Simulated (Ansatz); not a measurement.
The calculation used DFT PBE, scalar-relativistic, plane waves, PAW (Ansatz 0.2.0). All cells share a 420 eV cutoff and Γ-centred k meshes spaced at most about 0.3 Å⁻¹ (about 0.25 or finer for metals, 2π included). No spin polarisation in the final relaxations.

Temperature and zero-point effects are left out.

Two forms of SiGe4Pt were relaxed alike.

A.

```
CELL_PARAMETERS angstrom
-3.09889 3.09889 2.82314
3.09889 -3.09889 2.82314
3.09889 3.09889 -2.82314
ATOMIC_POSITIONS crystal
Si 0.50000 0.50000 0.00000
Ge 0.90301 0.40301 0.80602
Ge 0.59699 0.09699 0.19398
Ge 0.09699 0.90301 0.50000
Ge 0.40301 0.59699 0.50000
Pt 0.00000 0.00000 0.00000
```

B.

```
CELL_PARAMETERS angstrom
-1.94390 1.94390 7.44009
1.94390 -1.94390 7.44009
1.94390 1.94390 -7.44009
ATOMIC_POSITIONS crystal
Si 0.00000 0.00000 0.00000
Ge 0.64409 0.14409 0.50000
Ge 0.14409 0.64409 0.50000
Ge 0.35591 0.85591 0.50000
Ge 0.85591 0.35591 0.50000
Pt 0.50000 0.50000 0.00000
```

Question: Which would you expect to be lower, and how large is the difference?

Answer: A is lower, by 64 meV/atom. A has space group I422 (No. 97), 18.1 Å³/atom and no gap on its mesh; B has space group I4/mmm (No. 139), 18.7 Å³/atom and no gap. Counting Ge or Si atoms around Pt (for each partner element, those within 1.25 times its shortest distance or 1.15 times the sum of covalent radii, where it is the nearest in units of that sum or under 1.3), A has Pt 10 and B has Pt 12. Even the lower one lies +0.13 eV/atom against the reference forms of the elements (uncorrected), so neither is stable at this level. In A, around Si lie 8 Ge at 2.74 Å and 2 Pt at 2.82 Å; Ge has 1 Ge at 2.68 Å, 2 Pt at 2.74 Å, 2 Si at 2.74 Å and 10 Ge at 3.30–3.40 Å; around Pt lie 8 Ge at 2.74 Å and 2 Si at 2.82 Å. In B, Si is surrounded by 4 Pt at 2.75 Å and 8 Ge at 2.89 Å; around Ge lie 4 Ge at 2.75 Å, 2 Pt at 2.89 Å, 2 Si at 2.89 Å and 1 Ge at 3.15 Å; Pt has 4 Si at 2.75 Å and 8 Ge at 2.89 Å. Both come from invented guesses.

Weakly bound directions are ill-defined at this level, which has no dispersion term (I4/mmm), and this can change margins and order among such cells. Spin–orbit coupling, which can matter for Pt, is left out. Cells relaxed within their symmetry can be saddle points.
